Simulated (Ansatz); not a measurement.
Input, command and steps of an Ansatz relaxation.

```yaml
crystal:
  lattice:
    - [3.5028682297, 0.0, 0.0]
    - [-1.7514341148, 3.033572873, 0.0]
    - [0.0, 0.0, 20.1956897932]
  atoms:
    - { symbol: Zn, position: [0.0, 0.0, 0.5] }
    - { symbol: Zn, position: [0.0, 0.0, 0.0] }
    - { symbol: Zn, position: [0.3333333333, 0.6666666667, 0.365] }
    - { symbol: Zn, position: [0.6666666667, 0.3333333333, 0.865] }
    - { symbol: Zn, position: [0.6666666667, 0.3333333333, 0.635] }
    - { symbol: Zn, position: [0.3333333333, 0.6666666667, 0.135] }
    - { symbol: In, position: [0.3333333333, 0.6666666667, 0.928] }
    - { symbol: In, position: [0.6666666667, 0.3333333333, 0.428] }
    - { symbol: In, position: [0.6666666667, 0.3333333333, 0.072] }
    - { symbol: In, position: [0.3333333333, 0.6666666667, 0.572] }
    - { symbol: Au, position: [0.0, 0.0, 0.25] }
    - { symbol: Au, position: [0.0, 0.0, 0.75] }
basis:
  ecutwfc: 420
kpoints:
  mp_grid: { grid: [6, 6, 1] }
hamiltonian:
  xc: pbe
scf:
  occupations: { method: gaussian, width: 0.1 }
  lower_state_search: "off"
output:
  forces: true
  stress: true
  eigenvalues: true
relax:
  adjacent_minimum: "off"
  f_tol: 0.04
  max_steps: 70
  cell: { stress_tol: 0.4 }
```

```bash
ansatz run input.yaml --threads 1 --pin off --max-ram 2560MiB --backend cpu --events-out ev --progress --plain --runs-dir out
```

All numbers below come from Ansatz 0.2.0, DFT PBE, scalar-relativistic, plane waves, PAW.

Of 11 frames 9 are shown, positions in Å and forces in eV/Å; the SCF threshold varies from step to step. Steps run on the plane waves of an earlier cell, with a Pulay correction in the pressure. The basis is chosen afresh for the last frame, the zero of the energies, and at times for earlier ones too; energy and pressure can step there, also at an unchanged geometry. Here that happened at step 9 (-4 meV/atom, 0.2 GPa); frames between the last choice of the basis and such a step carry an error that grows, as the cell changes, to that size.

```xyz
12
Lattice="3.5029 0.0000 0.0000 -1.7514 3.0336 0.0000 0.0000 0.0000 20.1957" Properties=species:S:1:pos:R:3:forces:R:3 pbc="T T T" step=1 free_energy_over_end_meV_per_atom=824.03 pressure_GPa=26.73
Zn    0.0000    0.0000   10.0978    0.0000    0.0000    0.0000
Zn    0.0000    0.0000    0.0000    0.0000    0.0000    0.0000
Zn    0.0000    2.0224    7.3714    0.0000    0.0000   -4.9361
Zn    1.7514    1.0112   17.4693    0.0000    0.0000   -4.9361
Zn    1.7514    1.0112   12.8243    0.0000    0.0000    4.9361
Zn    0.0000    2.0224    2.7264    0.0000    0.0000    4.9361
In    0.0000    2.0224   18.7416    0.0000    0.0000    0.7885
In    1.7514    1.0112    8.6438    0.0000    0.0000    0.7885
In    1.7514    1.0112    1.4541    0.0000    0.0000   -0.7885
In    0.0000    2.0224   11.5519    0.0000    0.0000   -0.7885
Au    0.0000    0.0000    5.0489    0.0000    0.0000    0.0000
Au    0.0000    0.0000   15.1468    0.0000    0.0000    0.0000
12
Lattice="3.6449 0.0000 0.0000 -1.8224 3.1565 0.0000 0.0000 0.0000 20.6141" Properties=species:S:1:pos:R:3:forces:R:3 pbc="T T T" step=2 free_energy_over_end_meV_per_atom=371.30 pressure_GPa=9.96
Zn    0.0000    0.0000   10.3070    0.0000    0.0000    0.0000
Zn    0.0000    0.0000    0.0000    0.0000    0.0000    0.0000
Zn    0.0000    2.1044    7.3256    0.0000    0.0000   -2.8938
Zn    1.8224    1.0522   17.6326    0.0000    0.0000   -2.8938
Zn    1.8224    1.0522   13.2885    0.0000    0.0000    2.8938
Zn    0.0000    2.1044    2.9815    0.0000    0.0000    2.8938
In    0.0000    2.1044   19.0761    0.0000    0.0000    0.4019
In    1.8224    1.0522    8.7691    0.0000    0.0000    0.4019
In    1.8224    1.0522    1.5380    0.0000    0.0000   -0.4019
In    0.0000    2.1044   11.8450    0.0000    0.0000   -0.4019
Au    0.0000    0.0000    5.1535    0.0000    0.0000    0.0000
Au    0.0000    0.0000   15.4606    0.0000    0.0000    0.0000
12
Lattice="3.6986 0.0000 0.0000 -1.8493 3.2031 0.0000 0.0000 0.0000 20.6956" Properties=species:S:1:pos:R:3:forces:R:3 pbc="T T T" step=3 free_energy_over_end_meV_per_atom=185.32 pressure_GPa=4.69
Zn    0.0000    0.0000   10.3478    0.0000    0.0000    0.0000
Zn    0.0000    0.0000    0.0000    0.0000    0.0000    0.0000
Zn    0.0000    2.1354    7.1549    0.0000    0.0000   -1.8234
Zn    1.8493    1.0677   17.5027    0.0000    0.0000   -1.8234
Zn    1.8493    1.0677   13.5407    0.0000    0.0000    1.8234
Zn    0.0000    2.1354    3.1929    0.0000    0.0000    1.8234
In    0.0000    2.1354   19.1119    0.0000    0.0000    0.0738
In    1.8493    1.0677    8.7641    0.0000    0.0000    0.0738
In    1.8493    1.0677    1.5838    0.0000    0.0000   -0.0738
In    0.0000    2.1354   11.9316    0.0000    0.0000   -0.0738
Au    0.0000    0.0000    5.1739    0.0000    0.0000    0.0000
Au    0.0000    0.0000   15.5217    0.0000    0.0000    0.0000
12
Lattice="3.7476 0.0000 0.0000 -1.8738 3.2455 0.0000 0.0000 0.0000 20.5297" Properties=species:S:1:pos:R:3:forces:R:3 pbc="T T T" step=4 free_energy_over_end_meV_per_atom=78.07 pressure_GPa=2.28
Zn    0.0000    0.0000   10.2648    0.0000    0.0000    0.0000
Zn    0.0000    0.0000    0.0000    0.0000    0.0000    0.0000
Zn    0.0000    2.1637    6.8996    0.0000    0.0000   -0.9896
Zn    1.8738    1.0818   17.1644    0.0000    0.0000   -0.9896
Zn    1.8738    1.0818   13.6301    0.0000    0.0000    0.9896
Zn    0.0000    2.1637    3.3652    0.0000    0.0000    0.9896
In    0.0000    2.1637   18.9120    0.0000    0.0000   -0.1818
In    1.8738    1.0818    8.6472    0.0000    0.0000   -0.1818
In    1.8738    1.0818    1.6176    0.0000    0.0000    0.1818
In    0.0000    2.1637   11.8825    0.0000    0.0000    0.1818
Au    0.0000    0.0000    5.1324    0.0000    0.0000    0.0000
Au    0.0000    0.0000   15.3973    0.0000    0.0000    0.0000
12
Lattice="3.8189 0.0000 0.0000 -1.9094 3.3072 0.0000 0.0000 0.0000 19.9781" Properties=species:S:1:pos:R:3:forces:R:3 pbc="T T T" step=5 free_energy_over_end_meV_per_atom=18.98 pressure_GPa=1.72
Zn    0.0000    0.0000    9.9890    0.0000    0.0000    0.0000
Zn    0.0000    0.0000    0.0000    0.0000    0.0000    0.0000
Zn    0.0000    2.2048    6.5200    0.0000    0.0000   -0.2693
Zn    1.9094    1.1024   16.5090    0.0000    0.0000   -0.2693
Zn    1.9094    1.1024   13.4581    0.0000    0.0000    0.2693
Zn    0.0000    2.2048    3.4691    0.0000    0.0000    0.2693
In    0.0000    2.2048   18.3305    0.0000    0.0000   -0.2557
In    1.9094    1.1024    8.3414    0.0000    0.0000   -0.2557
In    1.9094    1.1024    1.6476    0.0000    0.0000    0.2557
In    0.0000    2.2048   11.6366    0.0000    0.0000    0.2557
Au    0.0000    0.0000    4.9945    0.0000    0.0000    0.0000
Au    0.0000    0.0000   14.9836    0.0000    0.0000    0.0000
12
Lattice="3.8901 0.0000 0.0000 -1.9450 3.3689 0.0000 0.0000 0.0000 20.1381" Properties=species:S:1:pos:R:3:forces:R:3 pbc="T T T" step=7 free_energy_over_end_meV_per_atom=4.76 pressure_GPa=-0.29
Zn    0.0000    0.0000   10.0691    0.0000    0.0000    0.0000
Zn    0.0000    0.0000    0.0000    0.0000    0.0000    0.0000
Zn    0.0000    2.2459    6.4623    0.0000    0.0000   -0.1195
Zn    1.9450    1.1230   16.5314    0.0000    0.0000   -0.1195
Zn    1.9450    1.1230   13.6758    0.0000    0.0000    0.1195
Zn    0.0000    2.2459    3.6067    0.0000    0.0000    0.1195
In    0.0000    2.2459   18.3245    0.0000    0.0000    0.0926
In    1.9450    1.1230    8.2554    0.0000    0.0000    0.0926
In    1.9450    1.1230    1.8136    0.0000    0.0000   -0.0926
In    0.0000    2.2459   11.8827    0.0000    0.0000   -0.0926
Au    0.0000    0.0000    5.0345    0.0000    0.0000    0.0000
Au    0.0000    0.0000   15.1036    0.0000    0.0000    0.0000
12
Lattice="3.8938 0.0000 0.0000 -1.9469 3.3722 0.0000 0.0000 0.0000 19.9618" Properties=species:S:1:pos:R:3:forces:R:3 pbc="T T T" step=8 free_energy_over_end_meV_per_atom=3.94 pressure_GPa=0.14
Zn    0.0000    0.0000    9.9809    0.0000    0.0000    0.0000
Zn    0.0000    0.0000    0.0000    0.0000    0.0000    0.0000
Zn    0.0000    2.2481    6.3935    0.0000    0.0000    0.0069
Zn    1.9469    1.1241   16.3744    0.0000    0.0000    0.0069
Zn    1.9469    1.1241   13.5684    0.0000    0.0000   -0.0069
Zn    0.0000    2.2481    3.5875    0.0000    0.0000   -0.0069
In    0.0000    2.2481   18.1834    0.0000    0.0000    0.0101
In    1.9469    1.1241    8.2024    0.0000    0.0000    0.0101
In    1.9469    1.1241    1.7785    0.0000    0.0000   -0.0101
In    0.0000    2.2481   11.7594    0.0000    0.0000   -0.0101
Au    0.0000    0.0000    4.9905    0.0000    0.0000    0.0000
Au    0.0000    0.0000   14.9714    0.0000    0.0000    0.0000
12
Lattice="3.8938 0.0000 0.0000 -1.9469 3.3722 0.0000 0.0000 0.0000 19.9618" Properties=species:S:1:pos:R:3:forces:R:3 pbc="T T T" step=9 free_energy_over_end_meV_per_atom=0.27 pressure_GPa=0.38
Zn    0.0000    0.0000    9.9809    0.0000    0.0000    0.0000
Zn    0.0000    0.0000    0.0000    0.0000    0.0000    0.0000
Zn    0.0000    2.2481    6.3935    0.0000    0.0000    0.0047
Zn    1.9469    1.1241   16.3744    0.0000    0.0000    0.0047
Zn    1.9469    1.1241   13.5684    0.0000    0.0000   -0.0047
Zn    0.0000    2.2481    3.5875    0.0000    0.0000   -0.0047
In    0.0000    2.2481   18.1834    0.0000    0.0000    0.0101
In    1.9469    1.1241    8.2024    0.0000    0.0000    0.0101
In    1.9469    1.1241    1.7785    0.0000    0.0000   -0.0101
In    0.0000    2.2481   11.7594    0.0000    0.0000   -0.0101
Au    0.0000    0.0000    4.9905    0.0000    0.0000    0.0000
Au    0.0000    0.0000   14.9714    0.0000    0.0000    0.0000
12
Lattice="3.9105 0.0000 0.0000 -1.9552 3.3866 0.0000 0.0000 0.0000 19.9549" Properties=species:S:1:pos:R:3:forces:R:3 pbc="T T T" step=11 free_energy_over_end_meV_per_atom=0.00 pressure_GPa=-0.01
Zn    0.0000    0.0000    9.9774    0.0000    0.0000    0.0000
Zn    0.0000    0.0000    0.0000    0.0000    0.0000    0.0000
Zn    0.0000    2.2577    6.3890    0.0000    0.0000    0.0002
Zn    1.9552    1.1289   16.3665    0.0000    0.0000    0.0002
Zn    1.9552    1.1289   13.5659    0.0000    0.0000   -0.0002
Zn    0.0000    2.2577    3.5884    0.0000    0.0000   -0.0002
In    0.0000    2.2577   18.1804    0.0000    0.0000   -0.0049
In    1.9552    1.1289    8.2030    0.0000    0.0000   -0.0049
In    1.9552    1.1289    1.7745    0.0000    0.0000    0.0049
In    0.0000    2.2577   11.7519    0.0000    0.0000    0.0049
Au    0.0000    0.0000    4.9887    0.0000    0.0000    0.0000
Au    0.0000    0.0000   14.9662    0.0000    0.0000    0.0000
```

The start puts this composition into another compound's structure type, which needn't suit it. At the end the space group is P6_3/mmc (tolerance 0.05 Å).

It took 2.1 min on 1 thread of Arm Neoverse V2, on a shared host, peak memory 0.62 GiB.

The k mesh is coarse. Spin–orbit coupling is left out, which can shift energies with elements as heavy as these.